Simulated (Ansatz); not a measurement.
Computed with DFT PBE, scalar-relativistic, plane waves, PAW in Ansatz 0.2.0. All cells share a 420 eV cutoff and Γ-centred k meshes spaced at most about 0.3 Å⁻¹ (about 0.25 or finer for metals, 2π included). No spin polarisation in the final relaxations.

All energies are static (0 K, no zero-point motion).

Compare these two cells of ZrAl2N3, each relaxed at this level.

A.

```cif
data_structure
_symmetry_space_group_name_H-M 'P6_3/mmc'
_symmetry_Int_Tables_number 194
_cell_length_a 2.9742
_cell_length_b 2.9742
_cell_length_c 15.8188
_cell_angle_alpha 90.000
_cell_angle_beta 90.000
_cell_angle_gamma 120.000
_cell_volume 121.19
loop_
_atom_site_label
_atom_site_type_symbol
_atom_site_symmetry_multiplicity
_atom_site_Wyckoff_symbol
_atom_site_fract_x
_atom_site_fract_y
_atom_site_fract_z
_atom_site_occupancy
Zr1 Zr 2 d 0.33333 0.66667 0.75000 1
Al1 Al 4 f 0.33333 0.66667 0.08038 1
N1 N 4 e 0.00000 0.00000 0.65720 1
N2 N 2 a 0.00000 0.00000 0.00000 1
```

B.

```cif
data_structure
_symmetry_space_group_name_H-M 'I4/mmm'
_symmetry_Int_Tables_number 139
_cell_length_a 3.0717
_cell_length_b 3.0717
_cell_length_c 12.8455
_cell_angle_alpha 90.000
_cell_angle_beta 90.000
_cell_angle_gamma 90.000
_cell_volume 121.20
loop_
_atom_site_label
_atom_site_type_symbol
_atom_site_symmetry_multiplicity
_atom_site_Wyckoff_symbol
_atom_site_fract_x
_atom_site_fract_y
_atom_site_fract_z
_atom_site_occupancy
Zr1 Zr 2 a 0.00000 0.00000 0.00000 1
Al1 Al 4 e 0.50000 0.50000 0.17200 1
N1 N 4 e 0.50000 0.50000 0.32387 1
N2 N 2 b 0.50000 0.50000 0.00000 1
```

Question: Which would you expect to be lower, and how large is the difference?

Answer: B is lower, by 221 meV/atom. A has space group P6_3/mmc (No. 194), 10.1 Å³/atom and no gap on its mesh; B has Zr and Al ordered on rock salt sites, space group I4/mmm (No. 139), 10.1 Å³/atom and no gap. Counting N atoms around Al and Zr (those within 1.25 times the shortest such distance or 1.15 times the sum of covalent radii; a plus sign parts nearer from farther groups), A has Zr 6, Al 6 and B has Zr 6, Al 1+5. In A, around Zr lie 6 N at 2.26 Å, 6 Zr at 2.97 Å and 6 Al at 3.19 Å; Al has 6 N at 2.10–2.14 Å, 9 Al at 2.97–3.07 Å and 3 Zr at 3.19 Å; N on a site of symmetry 3m is surrounded by 3 Al at 2.10 Å, 3 Zr at 2.26 Å and 1 N at 2.49 Å; 1 more site not described. In B, Zr is surrounded by 6 N at 2.17–2.26 Å, 4 Zr at 3.07 Å and 8 Al at 3.10 Å; Al is surrounded by 1 N at 1.95 Å, 5 N at 2.17–2.21 Å, 8 Al at 2.96–3.07 Å and 4 Zr at 3.10 Å; N on a site of symmetry 4mm has 1 Al at 1.95 Å, 4 Al at 2.17 Å and 1 Zr at 2.26 Å; 1 more site not described. Both come from invented guesses. A third cell relaxed alike, in P-3m1, lies 120 meV/atom below the lower of the two.

Cells relaxed within their symmetry can be saddle points.
